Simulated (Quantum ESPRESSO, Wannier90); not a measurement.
# Wannier functions of BeS (zinc blende)

```
begin unit_cell_cart
ang
    0.0000000000    2.4351500000    2.4351500000
    2.4351500000    0.0000000000    2.4351500000
    2.4351500000    2.4351500000    0.0000000000
end unit_cell_cart
begin atoms_frac
Be   0.0000000000  0.0000000000  0.0000000000
S    0.2500000000  0.2500000000  0.2500000000
end atoms_frac
```

Cell from Materials Project (mp-422), symmetrised, no further relaxation. COD (Crystallography Open Database) has an entry of this formula and space group (matched by these alone). Computed values, not measurements, from PBEsol: Quantum ESPRESSO (norm-conserving PseudoDojo potentials, cutoff 71 Ry, no spin polarisation, no spin-orbit coupling) on a Γ-centred 12×12×12 mesh, then Wannier90. Density: 12×12×12 mesh, cold smearing 0.01 Ry.

Bands 2-5 form an isolated set from -13.63 to 0.00 eV relative to the valence-band maximum (on the path) and are turned into 4 Wannier functions by minimising the spread from the start: s functions at the bond centres.

Task: Where do the functions sit, how wide are they and what are they made of?

Result: 
```tsv
functions	spread (Å²)	nearest atom, distance (Å)	second atom, distance (Å)	weight on atomic waves
4	1.28	S 0.65	Be 1.46	S 3p 66 %, S 3s 22 %, Be 2s 8 %
```

Ω_I = 4.53 Å², Ω_total = 5.14 Å²; the interpolated bands follow pw.x to 0.2 meV rms on the path. It is the lowest total spread that any start reached here.
